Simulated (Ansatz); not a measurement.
TiClO single point

The input, for Ansatz 0.2.0 (plane waves, PAW):

```yaml
crystal:
  lattice:
    - [3.79292042, 0.0, 0.0]
    - [0.0, 3.38260449, 0.0]
    - [0.0, 0.0, 8.03618758]
  atoms:
    - { symbol: Ti, position: [0.0, 0.5, 0.122] }
    - { symbol: Ti, position: [0.5, 0.0, 0.878] }
    - { symbol: Cl, position: [0.0, 0.0, 0.32] }
    - { symbol: Cl, position: [0.5, 0.5, 0.68] }
    - { symbol: O, position: [0.0, 0.0, 0.935] }
    - { symbol: O, position: [0.5, 0.5, 0.065] }
  symmetry: { tolerance: 0.0003 }
kpoints:
  mp_grid: { grid: [9, 10, 4], shift: [0, 0, 0] }
  band_path:
    path:
      - [0.0, 0.0, 0.0]
      - [0.0, 0.5, 0.0]
      - [-0.5, 0.5, 0.0]
      - [-0.5, 0.0, 0.0]
      - [0.0, 0.0, 0.0]
      - [0.0, 0.0, 0.5]
      - [0.0, 0.5, 0.5]
      - [-0.5, 0.5, 0.5]
      - [-0.5, 0.0, 0.5]
      - [0.0, 0.0, 0.5]
      - [0.0, 0.5, 0.0]
    npoints: 6
magnetization:
  spin_polarized: false
scf:
  occupations: { method: fermi_dirac, width: 0.0811 }
  lower_state_search: "off"
  max_iter: 200
hamiltonian:
  pseudopotentials: { kind: paw }
  xc: r2scan
total_charge: -2
basis:
  ecutwfc: 500
  fft_grid_basis: typed
output:
  forces: true
  stress: true
  eigenvalues: true
  bader: true
  populations: true
  elf: true
  write_potential: true
  volumetric_format: npy
  dos:
    e_range: [-12, 8]
    de: 0.05
    projected: { site_lists: { Cl: [Cl], O: [O], Ti: [Ti] } }
checkpoint:
  read: saved_state
```

The saved state is an earlier solution for the same cell, perhaps on another mesh. 

Output (shortened):

```
Pseudopotentials: kind: paw
Pseudopotential: Ti, paw, valence charge 12, recommended cutoff 500 eV (meta_gga), Ti.paw.azcp
Pseudopotential: Cl, paw, valence charge 7, recommended cutoff 500 eV (meta_gga), Cl.paw.azcp
Pseudopotential: O, paw, valence charge 6, recommended cutoff 500 eV (meta_gga), O.paw.azcp
Functional definition: r2SCAN
  exchange = r2scan_x(k0 = k0, k1 = k1, a1 = a1)
  correlation = r2scan_c
Crystal: 6 atoms, lattice volume = 103.104 Å³
Basis set: ecut = 500 eV, 2605 PW (Γ), exchange–correlation on 120×100×240 points (64 copies of the dense FFT grid, shifted against one another)
Bands: 32, of which v1, the nominal top of the filled ones, is band 26 counted from 1 (25 counted from 0)
Symmetry: 8 space group operations
Space group: Pmmn (ITA 59), of the structure as read, at distance tolerance 1.4e-3 Å
k-points: 90 of 360
Initial density: read from a saved state, or passed on in memory by an earlier SCF of this step, an earlier step, the calling program or the single point that the run made first
Functional: x = r2scan, c = r2scan; τ floored in thin density (d = 2e-4 eV/Å³)
SCF iter   1: F=-8304.2409 eV  Δρ=3.25e-3  dr2=2.81e-3  dr2_τ=1.54e-2
SCF iter   2: F=-8304.2444 eV  Δρ=8.67e-4  dr2=4.38e-4  dr2_τ=5.56e-5
SCF iter   3: F=-8304.2446 eV  Δρ=2.24e-4  dr2=5.51e-5  dr2_τ=6.78e-6
SCF iter   4: F=-8304.2446 eV  Δρ=7.44e-5  dr2=5.69e-6  dr2_τ=3.04e-7
SCF iter   5: F=-8304.2446 eV  Δρ=2.42e-5  dr2=7.87e-7  dr2_τ=6.91e-8
SCF iter   6: F=-8304.2446 eV  Δρ=7.56e-6  dr2=5.83e-8  dr2_τ=1.98e-9
Free energy (F): -8304.2446 eV
Harris-Foulkes:  -8304.2446 eV  (|F-HF|=3.04e-8)
Internal energy: -8304.1381 eV  (E = F + TS)
E sigma→0 (E₀):  -8304.1913 eV
Entropy (-TS):   -0.1065 eV (-17.748 meV/atom)
Fermi energy:    10.1749 eV
--- Forces (eV/Å), atoms counted from 1 ---
  atom   1  Ti     0.0000     0.0000    -2.0433
  atom   2  Ti     0.0000     0.0000     2.0433
  atom   3  Cl     0.0000     0.0000     1.8622
  atom   4  Cl     0.0000     0.0000    -1.8622
  atom   5  O      0.0000     0.0000    -0.3122
  atom   6  O      0.0000     0.0000     0.3122
--- Stress (GPa, compression-positive) ---
       -0.4961       0.0000       0.0000
        0.0000      -5.0631       0.0000
        0.0000       0.0000       0.3714
  P = ⅓ Tr σ = -1.7293 GPa (-17.293 kbar)
--- Bader charges: 6 sites ---
  site symbol  charge [e]  shift [e]
     0     Ti      1.4900     0.0005
     1     Ti      1.4900     0.0005
     2     Cl     -1.0094     0.0003
     3     Cl     -1.0094     0.0003
     4      O     -1.4806     0.0008
     5      O     -1.4806     0.0008
```

Origin: a database entry at a rescaled volume. Caveats: many states at the Fermi level without spin polarisation, so a magnetic state may lie lower; atoms or cell far from equilibrium; charged cell with a uniform background.
